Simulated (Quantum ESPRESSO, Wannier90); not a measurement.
**Wannier functions of Ca3BiN (anti-perovskite)**

Materials Project entry mp-31149; symmetrised, unrelaxed at this level. COD (Crystallography Open Database) has an entry of this formula and space group (matched by these alone). Method: LDA plane waves in Quantum ESPRESSO 7.5 (PseudoDojo norm-conserving files, 68 Ry, no spin polarisation, no spin-orbit coupling), Bloch states on a 4×4×4 mesh through Γ, Wannier90 4.0.1. Density: 6×6×6 mesh, Gaussian smearing 0.01 Ry. Spin-orbit coupling is left out although heavy elements are present.

```
begin unit_cell_cart
ang
    4.9003500000    0.0000000000    0.0000000000
    0.0000000000    4.9003500000    0.0000000000
    0.0000000000    0.0000000000    4.9003500000
end unit_cell_cart
mp_grid = 4 4 4
```

Neighbour vectors b of the finite-difference formula (Å⁻¹), by shell:

| shell | b_x | b_y | b_z |
|---|---|---|---|
| 1 | 0.00000 | 0.00000 | 0.32055 |
| 1 | 0.00000 | 0.32055 | 0.00000 |
| 1 | 0.32055 | 0.00000 | 0.00000 |
| 1 | 0.00000 | 0.00000 | -0.32055 |
| 1 | 0.00000 | -0.32055 | 0.00000 |
| 1 | -0.32055 | 0.00000 | 0.00000 |

Problem. Find the weights w_b from the completeness condition Σ_b w_b b_α b_β = δ_αβ.

Solution. Shell 1: Σ b_x² = 0.206, Σ b_y² = 0.206, Σ b_z² = 0.206 Å⁻²
Each of the three diagonal sums, weighted, has to give 1 and the off-diagonal ones 0, which holds for w_1 = 4.87 Å². Check on xx: 4.87×0.206 = 1.00.

On this mesh the 8 functions of bands 18-25 (valence bands; start: SCDM (isolated), conv_tol = 1.0e-6) end with spreads 1.6035, 1.6159, 1.6110, 1.6107, 3.2547, 3.0967, 3.2668, 3.2373 Å², Ω_I = 16.7382 Å² and Ω_D = 0.0009 Å².

Ω_total is the sum of the spreads, 19.297 Å². Ω_OD = Ω_total − Ω_I − Ω_D = 2.558 Å². Only (Ω_D + Ω_OD)/Ω_total = 13.3 % depends on the gauge, and another start could lower the total by that share at most. The rms radius is √(Ω_total/8) = 1.55 Å.
